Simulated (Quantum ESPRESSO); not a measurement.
## AlTaHf6 (input and log of a self-consistent run)

Computed values, not a measurement. The program is pw.x of Quantum ESPRESSO 7.5 (plane-wave density functional theory). The cell is made up: eight metal atoms on a face-centred cubic lattice, with elements, volume, strain and displacements drawn at random and not relaxed, so it may be unstable or far from any real phase. PseudoDojo standard norm-conserving files set the functional (PBE unless stated); there is no spin polarisation or spin-orbit coupling, the Fermi-Dirac width of 0.25 eV means electrons at about 2900 K, and the masses in the input are unused placeholders. Heavy elements are run without spin-orbit coupling, which real alloys of them have. A spin test at this wide smearing found no moment, but such smearing suppresses magnetism that the real alloy may have.

Input:

```
&control calculation='scf', pseudo_dir='./dojo.nc.sr.pbe.v0_5.standard.upf', outdir='./o', disk_io='minimal', tprnfor=.true., tstress=.true. /
&system ibrav=0, nat=8, ntyp=3, nbnd=61, ecutwfc=57.99043039, nosym=.true., tot_charge=0,
 occupations='smearing', smearing='fd', degauss=0.0183746611
/
&electrons conv_thr=1.470e-08, electron_maxstep=70, mixing_beta=0.5 /
ATOMIC_SPECIES
Al 1.0 Al.upf
Hf 1.0 Hf.upf
Ta 1.0 Ta.upf
CELL_PARAMETERS angstrom
2.1738 4.3476 2.1738
0.0 4.3476 -4.3476
-4.3476 4.3476 0.0
ATOMIC_POSITIONS angstrom
Al -0.0203 0.0743 -0.0176
Ta -2.1847 2.0489 -0.0226
Hf -0.0712 2.1503 -2.1979
Hf -2.196 4.2532 -2.1356
Hf 0.005 4.3854 0.0477
Hf -2.0997 6.3786 -0.0164
Hf 0.0942 6.5379 -2.1469
Hf -2.1533 8.7384 -2.2605
K_POINTS automatic
5 5 5 1 1 1
```

The log is shortened where brackets say so; the opening notice, blank lines, dates and the lines on written files are dropped, and the path of the files is cut. It prints rydbergs, bohrs and kilobars, and counts compression as positive stress. Its total energy is the free energy E - TS of the whole cell.

```
     Program PWSCF v.7.5
     Parallel version (MPI & OpenMP), running on       4 processor cores
     Number of MPI processes:                 4
     Threads/MPI process:                     1
     [start-up lines left out]
     bravais-lattice index     =            0
     lattice parameter (alat)  =      10.0622  a.u.
     unit-cell volume          =    1109.1118 (a.u.)^3
     number of atoms/cell      =            8
     number of atomic types    =            3
     number of electrons       =        88.00
     number of Kohn-Sham states=           61
     kinetic-energy cutoff     =      57.9904  Ry
     charge density cutoff     =     231.9617  Ry
     scf convergence threshold =      1.5E-08
     mixing beta               =       0.5000
     number of iterations used =            8  plain     mixing
     Exchange-correlation= PBE
                           (   1   4   3   4   0   0   0)
     [axes and pseudopotential details left out]
   Cartesian axes
     site n.     atom                  positions (alat units)
         1        Al     tau(   1) = (  -0.0038124   0.0139538  -0.0033054  )
         2        Ta     tau(   2) = (  -0.4102954   0.3847916  -0.0042444  )
         3        Hf     tau(   3) = (  -0.0133716   0.4038349  -0.4127744  )
         4        Hf     tau(   4) = (  -0.4124175   0.7987679  -0.4010742  )
         5        Hf     tau(   5) = (   0.0009390   0.8235956   0.0089582  )
         6        Hf     tau(   6) = (  -0.3943320   1.1979265  -0.0030800  )
         7        Hf     tau(   7) = (   0.0176911   1.2278436  -0.4031964  )
         8        Hf     tau(   8) = (  -0.4043983   1.6411063  -0.4245309  )
     number of k points=    63  Fermi-Dirac smearing, width (Ry)=  0.0184
                       cart. coord. in units 2pi/alat
        k(    1) = (   0.0000000   0.1224745   0.0000000), wk =   0.0320000
        k(    2) = (  -0.1837117   0.1837117   0.0612372), wk =   0.0320000
     [further k points left out]
     Dense  grid:    66175 G-vectors     FFT dimensions: (  50,  60,  60)
     Estimated max dynamical RAM per process >     245.84 MB
     Estimated total dynamical RAM >     934.89 MB
     Initial potential from superposition of free atoms
     starting charge      87.9855, renormalised to      88.0000
     Starting wfcs are   74 randomized atomic wfcs
     total cpu time spent up to now is        7.1 secs
     per-process dynamical memory:   203.6 Mb
     Self-consistent Calculation
     iteration #  1     ecut=    57.99 Ry     beta= 0.50
     Davidson diagonalization with overlap
     ethr =  1.00E-02,  avg # of iterations =  2.5
     Threshold (ethr) on eigenvalues was too large:
     Diagonalizing with lowered threshold
     Davidson diagonalization with overlap
     ethr =  1.79E-04,  avg # of iterations =  5.2
     total cpu time spent up to now is       38.5 secs
     total energy              =    -811.81083945 Ry
     estimated scf accuracy    <       0.18981016 Ry
     iteration #  2     ecut=    57.99 Ry     beta= 0.50
     Davidson diagonalization with overlap
     ethr =  2.16E-04,  avg # of iterations =  2.0
     total cpu time spent up to now is       51.8 secs
     total energy              =    -811.82002173 Ry
     estimated scf accuracy    <       0.10616895 Ry
     iteration #  3     ecut=    57.99 Ry     beta= 0.50
     Davidson diagonalization with overlap
     ethr =  1.21E-04,  avg # of iterations =  2.0
     total cpu time spent up to now is       65.1 secs
     total energy              =    -811.83372494 Ry
     estimated scf accuracy    <       0.07444919 Ry
     iteration #  4     ecut=    57.99 Ry     beta= 0.50
     Davidson diagonalization with overlap
     ethr =  8.46E-05,  avg # of iterations =  1.7
     total cpu time spent up to now is       77.0 secs
     total energy              =    -811.84280330 Ry
     estimated scf accuracy    <       0.02476489 Ry
     iteration #  5     ecut=    57.99 Ry     beta= 0.50
     Davidson diagonalization with overlap
     ethr =  2.81E-05,  avg # of iterations =  2.0
     total cpu time spent up to now is       89.1 secs
     total energy              =    -811.84558748 Ry
     estimated scf accuracy    <       0.00951076 Ry
     [iterations 6 to 8 left out]
     iteration #  9     ecut=    57.99 Ry     beta= 0.50
     Davidson diagonalization with overlap
     ethr =  9.66E-08,  avg # of iterations =  2.0
     total cpu time spent up to now is      144.3 secs
     total energy              =    -811.84693547 Ry
     estimated scf accuracy    <       0.00000911 Ry
     iteration # 10     ecut=    57.99 Ry     beta= 0.50
     Davidson diagonalization with overlap
     ethr =  1.04E-08,  avg # of iterations =  3.0
     total cpu time spent up to now is      157.6 secs
     total energy              =    -811.84693722 Ry
     estimated scf accuracy    <       0.00000112 Ry
     iteration # 11     ecut=    57.99 Ry     beta= 0.50
     Davidson diagonalization with overlap
     ethr =  1.27E-09,  avg # of iterations =  5.0
     total cpu time spent up to now is      173.2 secs
     total energy              =    -811.84693742 Ry
     estimated scf accuracy    <       0.00000068 Ry
     iteration # 12     ecut=    57.99 Ry     beta= 0.50
     Davidson diagonalization with overlap
     ethr =  7.73E-10,  avg # of iterations =  2.0
     total cpu time spent up to now is      185.5 secs
     total energy              =    -811.84693754 Ry
     estimated scf accuracy    <       0.00000015 Ry
     iteration # 13     ecut=    57.99 Ry     beta= 0.50
     Davidson diagonalization with overlap
     ethr =  1.68E-10,  avg # of iterations =  2.0
     total cpu time spent up to now is      197.7 secs
     End of self-consistent calculation
     [lines on levels left out]
!    total energy              =    -811.84693755 Ry
     estimated scf accuracy    <       0.00000001 Ry
     smearing contrib. (-TS)   =      -0.13252056 Ry
     internal energy E=F+TS    =    -811.71441700 Ry
     The total energy is F=E-TS. E is the sum of the following terms:
     one-electron contribution =    -166.94430167 Ry
     hartree contribution      =     114.68993030 Ry
     xc contribution           =    -203.07600246 Ry
     ewald contribution        =    -556.38404317 Ry
     convergence has been achieved in  13 iterations
     Forces acting on atoms (cartesian axes, Ry/au):
     atom    1 type  1   force =     0.00395087   -0.01670311    0.00764103
     atom    2 type  3   force =    -0.00251808    0.02872757    0.02396337
     atom    3 type  2   force =     0.03897217    0.00538704    0.01136391
     atom    4 type  2   force =     0.00416000    0.01853358   -0.00719478
     atom    5 type  2   force =     0.03330065   -0.03074010   -0.00050861
     atom    6 type  2   force =    -0.03038205    0.05123186    0.00366316
     atom    7 type  2   force =    -0.02382721   -0.00668966   -0.04224989
     atom    8 type  2   force =    -0.02365637   -0.04974717    0.00332181
     Total force =     0.122093     Total SCF correction =     0.000417
     Computing stress (Cartesian axis) and pressure
          total   stress  (Ry/bohr**3)                   (kbar)     P=       51.66
   0.00035557  -0.00004872   0.00000114           52.31       -7.17        0.17
  -0.00004872   0.00039102  -0.00001131           -7.17       57.52       -1.66
   0.00000114  -0.00001131   0.00030696            0.17       -1.66       45.16
     init_run     :      6.45s CPU      6.73s WALL (       1 calls)
     electrons    :    189.52s CPU    190.63s WALL (       1 calls)
     forces       :      2.66s CPU      2.69s WALL (       1 calls)
     stress       :      9.45s CPU      9.45s WALL (       1 calls)
     [timing details left out]
     PWSCF        :   3m28.44s CPU   3m29.93s WALL
     JOB DONE.
```

In other units: free energy -11045.740 eV for the cell, pressure 5.17 GPa, largest force component 1.317 eV/Å in size. The run took 212 s of wall time with four MPI processes on a shared machine (Intel Xeon, 2023 or later, virtual cores), so the time is rough. A rerun of this cell at a higher cutoff and on a denser mesh moved values by no more than 0.005 eV in energy, 0.02 GPa in stress and 0.004 eV/Å in force, and a second program with other atomic files agreed on that cell to 2 % rms in force and 0.5 GPa in pressure.